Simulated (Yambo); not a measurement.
Yambo run on HgO (space group P3_221, No. 154). The wavefunctions are PBEsol (pw.x of Quantum ESPRESSO, ONCV potentials, with spin-orbit coupling) ones on a 3×3×1 mesh (78 occupied bands); a = 3.654 Å, b = 3.654 Å, c = 8.835 Å, α = 90.00°, β = 90.00°, γ = 120.00°.

Yambo input:

```
rim_cut
gw0
dyson
el_el_corr
HF_and_locXC
ppa
em1d
RandQpts= 1000000
RandGvec= 1 Ry
EXXRLvcs= 84 Ry
VXCRLvcs= 336 Ry
Chimod= "HARTREE"
% BndsRnXp
 25 | 352 |
%
NGsBlkXp= 7 Ry
% LongDrXp
 1.0 | 1.0 | 1.0 |
%
PPAPntXp= 27.2114 eV
% GbndRnge
 1 | 160 |
%
GTermKind= "none"
DysSolver= "n"
ExtendOut
% QPkrange
 1 | 1 | 78 | 79 |
%
```

k points by index: 1 = Γ.

Table of the .qp output:

```
#    K-point    Band    Eo [eV]    E [eV]    E-Eo [eV]    Vxc [eV]    Vnlxc [eV]    Sc|Eo [eV]    Sc|E [eV]    dSc/dw|Eo [eV]    Re(Z)    Im(Z)
#
    1    78    0.000000    0.316395    0.316395    -20.62431    -25.77896    5.562737    5.471039    -7.889743    0.775226    -0.001415
    1    79    1.504141    2.981511    1.477370    -20.62534    -18.20847    -0.577378    -0.939507    -6.669801    0.803140    -0.001170
```
(The two width columns are left out.) Convergence of these settings isn't established.

Geometry relaxed with PBE+D3(BJ).

The structure is a Materials Project entry; no match was found in the copy of COD used, and its stability was not checked.
